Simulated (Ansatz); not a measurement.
Relaxed Cs (bcc, W type):

```xyz
2
Lattice="-6.1568 6.1568 6.1568 0.0000 0.0000 6.1568 0.0000 6.1568 0.0000" Properties=species:S:1:pos:R:3 pbc="T T T"
Cs     0.0000     0.0000     0.0000
Cs    -3.0784     3.0784     3.0784
```

A phonon eigenvector at H = (0.5, 0.5, 0.5) is frozen into this cell: atom i moves by Q times the vector below, so Q is the largest atomic displacement, in Å. The cell is held. It is one choice among 3 degenerate patterns. (q is in reciprocal vectors of the primitive cell; the cell shown is doubled to hold the pattern.)

| atom | x | y | z |
|---|---|---|---|
| Cs1 | 0.000 | 0.000 | -1.000 |
| Cs2 | 0.000 | 0.000 | 1.000 |

Calculation: PBE (plane waves to 420 eV, PAW, scalar-relativistic; Ansatz, an electronic-structure program). k mesh 11×11×11 (Γ-centred), Fermi-Dirac smearing 0.05 eV. The energy includes the smearing's −TS. With partly filled bands, energies and forces of such displacements shift with the k mesh and the smearing. Cs was relaxed with its symmetry unable to fall. The PAW data are Ansatz's earlier set. ΔE is measured from the undisplaced structure. The last digit holds for this mesh only.

| Q (Å) | ΔE (meV/cell) |
|---|---|
| -0.1000 | 5.23 |
| -0.0833 | 3.64 |
| -0.0667 | 2.33 |
| -0.0500 | withheld |
| -0.0333 | 0.58 |
| -0.0167 | 0.15 |
| 0.0000 | 0.00 |
| 0.0167 | 0.15 |
| 0.0333 | 0.58 |
| 0.0500 | withheld |
| 0.0667 | 2.33 |
| 0.0833 | 3.64 |
| 0.1000 | 5.23 |

Q: Fit an even polynomial form (powers 2, 4) to the given rows and predict ΔE at Q = -0.0500.

A: Least squares on the 11 given rows: ΔE = (525.6)·Q² + (-242.1)·Q⁴, in meV/cell with Q in Å; root-mean-square residual 0.003 meV/cell. At -0.0500 the fit gives 1.31 meV/cell; the calculation gives 1.31 meV/cell, the same to the digits shown. The quadratic term alone would give 1.31 meV/cell.

(A displaced cell: forces are minus the slopes of the energy, force constants its curvatures, and phonons follow from these.)
